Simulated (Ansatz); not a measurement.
# 139La fingerprints of the forms of SrCaLaBiO6

Level of theory: DFT, PBE, plane waves and PAW, scalar-relativistic, 420 eV cutoff (Ansatz 0.2.0). Q(139La) = 206.0 mb, I = 7/2. The cells come from the Materials Project (computed, not necessarily observed phases), with the atoms as given or relaxed (PBE, cell held). Forces reach 0.2 eV/Å in them. Spin–orbit coupling is left out, which moves gradients at and beside heavy atoms (Bi, La) by some per cent and at some sites by far more.

**Question.** A calculated 139La parameter set reads: |C_Q| = 65.6 MHz, η = 0.77. Which structure does it belong to?
A.
SrCaLaBiO6
Space group P-4n2 (No. 118); a = 5.9771, c = 8.6366 Å.

```
site  Wyckoff  site symmetry       x       y       z
  Sr       2d           2.22  0.5000  0.0000  0.2500
  Ca       2b           -4..  0.0000  0.0000  0.5000
  La       2c           2.22  0.0000  0.5000  0.2500
  Bi       2a           -4..  0.0000  0.0000  0.0000
  O9       4e            2..  0.0000  0.0000  0.2436
 O13       8i              1  0.3200  0.1570  0.9866
```
B.
SrCaLaBiO6
Space group Pc (No. 7); a = 5.9068, b = 6.1288, c = 10.3574 Å, β = 124.69°.

| site | Wyckoff | site symmetry | x | y | z |
| --- | --- | --- | --- | --- | --- |
| Sr | 2a | 1 | 0.7637 | 0.7964 | 0.7513 |
| Ca | 2a | 1 | 0.4995 | 0.7542 | 0.0011 |
| La | 2a | 1 | 0.2358 | 0.3071 | 0.7545 |
| Bi | 2a | 1 | 0.9999 | 0.2471 | 0.0006 |
| O9 | 2a | 1 | 0.8928 | 0.9515 | 0.0658 |
| O10 | 2a | 1 | 0.1294 | 0.4753 | 0.4318 |
| O13 | 2a | 1 | 0.7662 | 0.4450 | 0.0522 |
| O14 | 2a | 1 | 0.2350 | 0.9354 | 0.4403 |
| O17 | 2a | 1 | 0.3404 | 0.6939 | 0.7376 |
| O18 | 2a | 1 | 0.6372 | 0.2022 | 0.7648 |

**Answer.** B. SrCaLaBiO6 in Pc gives |C_Q| = 65.6 MHz, η = 0.77; there La has 6 O at 2.40–2.79 Å; also 2 O at 3.01–3.20 Å. SrCaLaBiO6 in P-4n2 gives |C_Q| = 161 MHz, η = 0.70; there La has 8 O at 2.49–2.99 Å.
